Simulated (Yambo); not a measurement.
```xyz
8
Lattice="5.1812 0.0000 0.0000 0.0000 5.1812 0.0000 0.0000 0.0000 9.9301" Properties=species:S:1:pos:R:3 pbc="T T T"
Li     2.5906     0.0000     0.8190
Li     0.0000     2.5906     9.1110
Br     0.0000     2.5906     6.6126
Br     2.5906     0.0000     3.3174
Br     0.0000     0.0000     0.0000
Br     2.5906     2.5906     0.0000
Cs     0.0000     2.5906     2.9793
Cs     2.5906     0.0000     6.9507
```

CsLiBr2 (space group P4/nmm, No. 129): mean Im ε in 1 eV windows above the direct gap of 6.71 eV, for different electron-hole kernels (Yambo, broadening 0.15 eV, norm-conserving PBEsol (Quantum ESPRESSO, 74 Ry, scalar-relativistic) bands; 4×4×2 mesh, 12 valence and 22 conduction bands, static screening with 125 bands and a 3 Ry block, scissor 2.29 eV, Tamm-Dancoff; field along x).

| window (eV) | independent quasiparticles | RPA (no attraction) | BSE |
|---|---|---|---|
| 6.7 to 7.7 | 0.7 | 0.5 | 3.2 |
| 7.7 to 8.7 | 2.9 | 2.0 | 3.2 |
| 8.7 to 9.7 | 4.0 | 2.7 | 3.2 |
| 9.7 to 10.7 | 3.8 | 2.6 | 2.5 |
| 10.7 to 11.7 | 3.6 | 2.6 | 1.7 |

This run doesn't resolve bound excitons or single peaks, so only averages are given, and they too depend on the mesh; weight that the attraction moves below the gap isn't listed. All transitions below 12.37 eV are in the band window. The scissor comes from a G0W0 run whose convergence isn't established.

Spin-orbit splittings are left out.

Geometry of the Materials Project entry, not relaxed at this level.

The structure is a Materials Project entry; no match was found in the copy of COD used, and its stability was not checked.
